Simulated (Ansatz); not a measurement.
Starting cell, Pd (fcc, Cu type):

```xyz
4
Lattice="3.8757 0.0000 0.0000 0.0000 3.8757 0.0000 0.0000 0.0000 3.8757" Properties=species:S:1:pos:R:3 pbc="T T T"
Pd     0.0000     0.0000     0.0000
Pd     1.9379     1.9379     0.0000
Pd     1.9379     0.0000     1.9379
Pd     0.0000     1.9379     1.9379
```

Scan: atom 3 (Pd, nearest neighbour Pd at 2.741 Å; its periodic images, 3.9 Å or more away, move with it) is displaced along Cartesian [111], direction (0.577, 0.577, 0.577) in Cartesian axes, by s. The other atoms stay.

Calculation: PBEsol (plane waves to 420 eV, PAW, scalar-relativistic; Ansatz, a first-principles code). k mesh 10×10×10 (Γ-centred), Fermi-Dirac smearing 0.05 eV. The energy includes the smearing's −TS. With partly filled bands, energies and forces of such displacements shift with the k mesh and the smearing. On this mesh the relaxed cell isn't quite at rest: it carries a pressure of -0.1 GPa (compression positive) at the zero of the scan. Pd is run without spin polarisation. Pd was relaxed with its symmetry unable to fall. The zero of ΔE is the undisplaced structure. The last digit holds for this mesh only.

```
s (Å)   ΔE (meV/cell)
------  -------------
-0.270          378.8
-0.216          239.7
-0.162       withheld
-0.108           59.3
-0.054           14.8
0.000             0.0
0.054            14.8
0.108            59.3
0.162        withheld
0.216           239.7
0.270           378.8
```

Task: Fit an even polynomial form (powers 2, 4) to the given rows and predict ΔE at s = 0.162.

Result: Least squares on the 9 given rows: ΔE = (5042)·s² + (2100)·s⁴, in meV/cell with s in Å; root-mean-square residual 0.12 meV/cell. At 0.162 the fit gives 133.8 meV/cell; the calculation gives 133.9 meV/cell, so the interpolation is off by -0.1 (-0.1 %). The quadratic term alone would give 132.3 meV/cell.

(For displaced atoms, the force is minus the slope of the energy, and its curvature is a force constant, which sets phonon frequencies.)
